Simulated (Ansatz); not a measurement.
OsC (CsCl type, Pm-3m) under volume change, DFT-PBEsol in the program Ansatz with PAW potentials, scaled uniformly.

```
V (Å³/atom)  E − E(relaxed) (meV/atom)  P (GPa)
-----------  -------------------------  -------
8.624                            120.3    49.26
8.909                                ?        ?
9.193                             11.9    13.81
9.477                              0.0    -0.03
9.762                             10.7   -11.69
10.046                               ?        ?
10.330                            86.1   -29.80
```

### Question
Fill in the missing entries.

### Answer

- 10.046, E − E(relaxed) (meV/atom): 40.4
- 10.046, P (GPa): -21.49
- 8.909, E − E(relaxed) (meV/atom): 50.4
- 8.909, P (GPa): 30.06

### Question
What does a third-order Birch–Murnaghan fit give for V₀, B₀ and B′?

### Answer
V₀ = 9.48 Å³/atom, B₀ = 421 GPa, B′ = 4.6.

A made-up cell: these elements were put on the sites of a structure type; neither database checked (COD, Materials Project) lists it. Its standing as an ambient phase is unchecked. Symmetry was held in the PBEsol relaxation. At this level the phase is dynamically unstable (imaginary phonons). No spin polarisation was allowed. Scalar-relativistic: spin–orbit coupling is off unless named, which matters more the heavier the elements.

Potentials: the later of the program's two PAW sets.
